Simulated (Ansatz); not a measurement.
CuAu:
```xyz
2
Lattice="2.8773 0.0000 0.0000 0.0000 2.8773 0.0000 0.0000 0.0000 3.6230" Properties=species:S:1:pos:R:3 pbc="T T T"
Cu     1.4387     1.4387     1.8115
Au     0.0000     0.0000     0.0000
```

Relaxed with plane-wave PAW PBE (Ansatz code). Indices refer to the conventional cell of P4/mmm, a = b = 2.877 Å, c = 3.623 Å, α = β = γ = 90.00°.

**Question.** Simulate the powder diffraction pattern (Fe Kα, λ = 1.93735 Å; lines above 1 %) up to 2θ = 90°.

**Answer.** Simulated powder pattern, Fe Kα, λ = 1.93735 Å (kinematic, ideal powder, no thermal factors, no anomalous dispersion; the 30 strongest lines at most, above 1 %, up to 2θ = 90°):

```tsv
2θ (°)	d (Å)	I/Imax (%)	hkl
31.02	3.623	21	(001)
39.35	2.877	23	(100)
50.92	2.253	100	(101)
56.86	2.035	36	(110)
64.65	1.811	13	(002)
66.19	1.774	12	(111)
78.38	1.533	7.7	(102)
84.65	1.439	13	(200)
```

Symmetry was held in the PBE relaxation. The run is not spin-polarised. Axis ratios of metals converge slowly with the k-mesh, so a and c are less sure than the volume. Scalar-relativistic: spin–orbit coupling is off unless named, which matters more the heavier the elements.

Potentials: the earlier of the program's two PAW sets.
